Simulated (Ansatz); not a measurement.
## Property card for BeSe

BeSe:
```
CELL_PARAMETERS angstrom
      3.65567     0.00000     0.00000
     -1.82783     3.16590     0.00000
      0.00000     0.00000    11.99519
ATOMIC_POSITIONS crystal
  Be 0.00000 0.00000 0.99982
  Be 0.00000 0.00000 0.49982
  Be 0.66667 0.33333 0.75025
  Be 0.33333 0.66667 0.25025
  Se 0.00000 0.00000 0.81309
  Se 0.00000 0.00000 0.31309
  Se 0.66667 0.33333 0.56247
  Se 0.33333 0.66667 0.06247
```

Space group P6_3mc (No. 186); conventional cell a = 3.656 Å, b = 3.656 Å, c = 11.995 Å, α = 90.00°, β = 90.00°, γ = 120.00°.

Method: PBE in the plane-wave PAW code Ansatz. Structure relaxed to zero pressure with the same functional. Other levels are named where they apply.

**Cell and energy**

- Volume per atom: 17.35 Å³
- Density: 4.21 g/cm³
- Formation energy from the elements (no fitted shifts): -0.80 eV/atom

**Electronic structure**

- Band gap = 3.05 eV (indirect)
- Valence-band maximum = at Γ
- Conduction-band minimum = at M (3 equivalent valleys)
- Smallest direct gap on the standard path = 4.11 eV
- Electron effective mass = 0.29, 0.31, 0.81 mₑ (principal values)
- Hole effective mass, band 1 of 2 at the edge = 1.4 along x, 1.1 along z (mₑ)
- Hole effective mass, band 2 of 2 at the edge = 0.19 along x, 1.1 along z (mₑ)

**Mechanics**

Bulk modulus (Birch–Murnaghan fit): 75.0 GPa
Pressure derivative B′: 3.9

The cell is a constructed one: a structure type filled with these elements; neither database checked (COD, Materials Project) lists it. COD files the formula under space group No. 216. Whether it is the stable phase at ambient conditions was not checked. The PBE relaxation kept the symmetry of its start; its stability against distortions is not shown here. The references are the lowest solids computed at this level, not always the standard phases. Spin–orbit coupling is left out wherever it is not named.

Potentials: the later of the program's two PAW sets.
